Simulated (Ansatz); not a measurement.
# NbRu: stiffness from a series of strains

```yaml
crystal:
  lattice:
    - [3.18400, 0.00000, 0.00000]
    - [0.00000, 3.18400, 0.00000]
    - [0.00000, 0.00000, 3.18400]
  atoms:
    - { symbol: Nb, position: [0.00000, 0.00000, 0.00000] }
    - { symbol: Ru, position: [0.50000, 0.50000, 0.50000] }
```

Atom numbers follow the list: Nb1, Ru2.

The geometry is COD entry 1523398, unchecked; take it as a test cell.

Spin polarisation is left out, and whether a magnetic state lies lower isn't shown here.

All numbers below come from DFT, PBEsol, all-electron LAPW, scalar-relativistic in Ansatz 0.2.0.

Numerical set-up: a Γ-centred 11×11×11 k mesh, Fermi–Dirac smearing of 0.03 eV, basis error target 0.25 meV/atom, no spin polarisation.

The strain is applied along the Cartesian axes of the cell as listed (the other components stay zero). Fractional coordinates are held (clamped ions).

σ is the change of stress from the unstrained cell, which is at -9.95 GPa; tension is positive, so slopes are stress–strain coefficients at that pressure. In a metal the k mesh adds noise.

Only quantities that a quadratic follows smoothly over the whole series are listed; rougher ones are left out.

```tsv
εxx = εyy	σzz (GPa)	σxx (GPa)
-0.0200	-10.98	-8.52
-0.0100	-4.90	-4.21
0.0000	0.00	0.00
0.0200	7.96	7.34
```

Task: Fit the series and read off the stiffness at zero strain.

Result: Least-squares fits y = p0 + p1 x + p2 x² to the rows give σzz (GPa): p1 = 472, p2 = -4000; σxx (GPa): p1 = 397, p2 = -1400. So 2 C12 = 472 GPa and C11 + C12 = 397 GPa.

Task: One run, at εxx = εyy = 0.0100, is withheld. Predict its row.

Result: The fits give 4.42, 3.79; the run gave 4.13, 3.92.
